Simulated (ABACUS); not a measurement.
Input and output of a self-consistent single point for TaAs (I4_1md, 4 atoms in the cell; from Materials Project mp-1936, changed as shown) (ABACUS).

Level of theory: PBE, PseudoDojo 0.5 standard norm-conserving PBE (tails mended) pseudopotentials (plane waves; ABACUS).

The change in words: volume scaled by 0.94. Reference geometry (I4_1md):
```
TaAs
1.0
   -1.72182     1.72182     5.86794
    1.72182    -1.72182     5.86794
    1.72182     1.72182    -5.86794
Ta As
2 2
Cartesian
  1.72182   0.00000   5.86759
  0.00000   0.00000   8.80156
  1.72182   0.00000   0.96974
  0.00000   0.00000   3.90371
```

Reference input (self-consistent single point, DFT, PBE, plane waves, PseudoDojo 0.5 standard norm-conserving PBE (tails mended) pseudopotentials): KPT = Gamma 6 6 6 0 0 0; basis_type = pw; ecutwfc = 84 Ry; smearing_method = fd; smearing_sigma = 0.00734986 Ry; potentials = PseudoDojo 0.5 standard norm-conserving PBE (tails mended); symmetry = 1; ks_solver = dav; scf_nmax = 100; scf_thr = 1.0e-09 Ry; mixing_type = broyden; mixing_beta = 0.7. This run's input differs from it in these lines:

```diff
@@ -26,5 +26,5 @@
 LATTICE_VECTORS
-  -1.7218150000    1.7218150000    5.8679400000
-   1.7218150000   -1.7218150000    5.8679400000
-   1.7218150000    1.7218150000   -5.8679400000
+  -1.6866660000    1.6866660000    5.7481520000
+   1.6866660000   -1.6866660000    5.7481520000
+   1.6866660000    1.6866660000   -5.7481520000
 
@@ -36,4 +36,4 @@
 2
-   1.7218150000    0.0000000000    5.8675879236 1 1 1
-   0.0000000000   -0.0000000000    8.8015579236 1 1 1
+   1.6866660000    0.0000000000    5.7478071109 1 1 1
+  -0.0000000000    0.0000000000    8.6218831109 1 1 1
 
@@ -42,4 +42,4 @@
 2
-   1.7218150000    0.0000000000    0.9697357644 1 1 1
-   0.0000000000   -0.0000000000    3.9037057644 1 1 1
+   1.6866660000    0.0000000000    0.9499395995 1 1 1
+  -0.0000000000    0.0000000000    3.8240155995 1 1 1
 # file: KPT
```

The program printed (abridged):

```
 SELF-CONSISTENT
 -------------------------------------------

                                 init_chg = atomic

 PW ALGORITHM --------------- ION=   1  ELEC=   1--------------------------------

 Notice: Threshold on eigenvalues was too large.

 Density error is 0.072439727144
                          Error Threshold = 0.00013179399743
 E_KohnSham     -684.8060931430      -9317.2648918640
 E_Fermi        1.3700641931         18.6406796520

 PW ALGORITHM --------------- ION=   1  ELEC=   2--------------------------------

 Density error is 0.0137089463162
                          Error Threshold = 0.000129356655614
   [... lines left out ...]

 Density error is 1.25292954468e-09
                          Error Threshold = 5.67126376201e-11
 E_KohnSham     -684.8228180799      -9317.4924463035
 E_Fermi        1.3504041509         18.3731910548

 PW ALGORITHM --------------- ION=   1  ELEC=   8--------------------------------

 Density error is 1.47377767307e-11
                          Error Threshold = 2.23737418693e-12
 E_KohnSham     -684.8228180801      -9317.4924463069
 E_KS(sigma->0) -684.8218175893      -9317.4788339304
 E_entropy(-TS) -0.0020009817        -0.0272247529
 E_Fermi        1.3504058482         18.3732141483
 charge density convergence is achieved
 final etot is -9317.4924463 eV
 EFERMI = 18.373214148 eV

 STATE ENERGY(eV) AND OCCUPATIONS    NSPIN == 1
   [... 35 lines left out ...]

 TOTAL-FORCE (eV/Angstrom)
                       Ta1         0.0000000000         0.0000000000         0.0572503753
                       Ta2         0.0000000000         0.0000000000         0.0572503753
                       As1         0.0000000000         0.0000000000        -0.0572503753
                       As2         0.0000000000         0.0000000000        -0.0572503753

 TOTAL-STRESS (KBAR)
       166.6380915484        -0.0000000000        -0.0000000000
        -0.0000000000       166.6380915484         0.0000000000
         0.0000000000         0.0000000000       140.0420479595
 TOTAL-PRESSURE: 157.772744 KBAR

 --------------------------------------------
 !FINAL_ETOT_IS -9317.4924463069055491 eV
 --------------------------------------------
```

The run converged in 8 iterations. Against the reference run the free energy goes up by 57.3 meV/atom, the pressure goes from 2.49 to 15.78 GPa and the largest force goes from 0.024 to 0.057 eV/Å.

Spin-orbit coupling is left out, which matters for bands and gaps with elements this heavy. The structure comes from a collection of computed structures, made at another level of theory; the collection holds predicted forms beside known ones. No clean gap shows at this smearing width and mesh (spacing up to 0.44 Å⁻¹); the mesh is coarse for partly filled bands, so the values carry mesh errors.

Cost on one core: around 6 core-minutes (rough).

“Tails mended”: in these copies of the files the far tail of each local potential was reset to the Coulomb form.
